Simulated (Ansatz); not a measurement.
Here is the system:

TiAl$_{3}$ in space group I4/mmm (No. 139; Ti on 2a, Al on 2b, Al on 4d), a = b = 3.8452 Å, c = 8.6221 Å, α = β = γ = 90.00°; the cell used has 4 atoms.

This is the PBE-relaxed structure.

All from the program Ansatz at the PBE level (PAW), unless another level is named. Predict the highest zone-centre frequency.

342 cm⁻¹.

And the Hill bulk and shear moduli?

106 and 87.5 GPa.

Symmetry was held in the PBE relaxation; of distortions, only those at the zone centre were tested. No spin polarisation was allowed. As this level gives no gap, shear constants depend on the k-mesh and smearing (Fermi–Dirac, 0.1 eV here). As this level gives no gap, phonon frequencies hold no LO–TO term and depend on the k-mesh and smearing (Fermi–Dirac, 0.1 eV here). Axis ratios of metals converge slowly with the k-mesh, so a and c are less sure than the volume.

Potentials: the later of the program's two PAW sets.
